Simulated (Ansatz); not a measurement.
## BaMg$_{2}$Sb$_{2}$: the gap under pressure

BaMg$_{2}$Sb$_{2}$, P-3m1, a = 4.791 Å, c = 8.191 Å. The structure is a COD entry; whether it is the stable form wasn't checked. Ansatz: r2SCAN, PAW, 500 eV, Γ-centred 6×6×4 mesh on 5 atoms, Gaussian smearing 0.02 eV; no spin polarisation. Cell and atoms are relaxed at each pressure, and no other structure is tried, so the rows at high pressure may lie past a change of phase. The gap is sought over the whole zone. The pressures are the targets, met within 0.03 GPa.

| P (GPa) | gap y (eV) |
| --- | --- |
| -3.0 | ? |
| 0.0 | 1.200 |
| 3.0 | 1.147 |
| 8.0 | 1.062 |
| 15.0 | 0.954 |
| 30.0 | 0.728 |
| 60.0 | 0.222 |

Fit y = E0 + αP + βP² to the other rows and predict the missing gap.

Least squares on the rows shown. y = 1.193 − 0.01536 P − 1.331×10⁻⁵ P². So α = -15.4 meV/GPa, but the rows at 0 and 3 GPa alone give -18 meV/GPa, so the parabola doesn't give the slope at zero pressure. With a term in P³ added, the coefficient of P becomes -0.01789, 16 % more, which shows how far this figure hangs on the form. At P = -3.0 the fit asked for gives 1.239 eV. The run gave 1.252 eV, so the fit is 0.013 eV too low, 1.3 % of the span of the series, against an rms of 0.006 eV on the fitted rows. The row lies outside the fitted range. With a term in P³ added, a fit to the same known rows predicts 1.254 eV, so most of the miss is curvature that the known rows already hold. Also, among the fitted rows a band edge sits at another point of the zone at 60 GPa than at zero pressure, so one curve spans more than one gap, which can bend the series.

Spin-orbit coupling is left out, which matters for the bands of heavy elements. Semilocal functionals give gaps under the measured ones; changes of the gap mostly carry over better.